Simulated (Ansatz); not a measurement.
Frames from the relaxation of a relaxed ZrS3 cell shaken by Gaussian noise of σ = 0.08 Å a coordinate, as extended XYZ (Å, eV, eV/Å, GPa with compression positive). Method: r2SCAN (plane waves to 500 eV, PAW, scalar-relativistic; Ansatz, a first-principles code). Γ-centred k-mesh 6×5×3 on the run's cell (coarser than for final values), Fermi–Dirac smearing 0.05 eV.

```xyz
8
Lattice="3.6494 0.0000 0.0000 0.0000 5.1822 0.0000 0.0000 0.0000 9.3259" Properties=species:S:1:pos:R:3:forces:R:3 pbc="T T T" step=1 free_energy=-13835.511 pressure=-0.4 accepted=T
Zr     0.0594     0.0646     3.2262   -0.0577   -0.5612   -0.0901
Zr     1.9081     2.4869     6.2031   -1.4507    1.2050   -2.9189
S      1.9655    -0.0819     5.1062   -0.4897    0.4228    0.6313
S     -0.1019     2.5973     4.0906    0.3924   -0.2474    1.3361
S     -0.1123     1.6865     7.7505    1.0695   -3.2305    1.0284
S      1.8222     4.0902     1.6881    0.1384    1.3023    0.1249
S      1.9369     1.0593     1.6108   -0.1258   -1.0389    0.1255
S     -0.0202     3.6406     7.7017    0.5236    2.1480   -0.2373
8
Lattice="3.6678 0.0026 0.0123 0.0037 5.1849 -0.0181 0.0314 -0.0326 9.2020" Properties=species:S:1:pos:R:3:forces:R:3 pbc="T T T" step=3 free_energy=-13836.284 pressure=-0.4 accepted=T
Zr     0.0405    -0.0254     3.2322   -0.0108   -0.0001   -0.0740
Zr     1.8668     2.5861     5.9856    0.0080   -0.0047    0.0589
S      1.8683    -0.0115     5.1012   -0.0030    0.0000   -0.0317
S      0.0392     2.5713     4.1146    0.0011    0.0052    0.0542
S      0.0259     1.5669     7.5642    0.0090    0.0267   -0.0705
S      1.8766     4.1110     1.6630    0.0148    0.0365    0.0412
S      1.8830     0.9937     1.6535   -0.0106   -0.0291    0.0673
S      0.0318     3.6345     7.5371   -0.0085   -0.0345   -0.0455
8
Lattice="3.6428 -0.0013 -0.0071 -0.0018 5.1665 -0.0641 -0.0181 -0.1153 9.3654" Properties=species:S:1:pos:R:3:forces:R:3 pbc="T T T" step=4 free_energy=-13836.288 pressure=0.4 accepted=T
Zr     0.0080    -0.0754     3.3002    0.0012    0.0088    0.1197
Zr     1.8341     2.5417     6.0483   -0.0009   -0.0070   -0.1241
S      1.8327    -0.0540     5.1658    0.0023    0.0135    0.0447
S      0.0094     2.5204     4.1828   -0.0031   -0.0140   -0.0477
S      0.0144     1.5283     7.6276    0.0012   -0.0442    0.0566
S      1.8230     4.0387     1.6824    0.0041   -0.0618   -0.0498
S      1.8280     0.9381     1.7203   -0.0018    0.0430   -0.0523
S      0.0168     3.5943     7.6015   -0.0029    0.0616    0.0530
```

The path has 12 moves and ends in P2₁/m (No. 11), 0.10 eV/atom below its start. Free energies are of the whole cell and compare only within this code, potentials and settings.  The relaxed cell holds bonded S–S pairs (2.07 Å). No spin polarisation in the result. No dispersion correction is included, so spacings between layers, chains or molecules are soft and tend to come out too large.

Of the parent cell (Pmmn (No. 59)): it is a generated cell of ZrS3: the first start was made by placing the elements on the sites of a structure type, and the end was not matched to a known phase here, so it may be hypothetical.

The first start was generated by placing the elements on the sites of a structure type. Materials Project lists a structure of ZrS3 in the same space group, P2₁/m (No. 11); the sites were not compared with it, nor with measured phases.
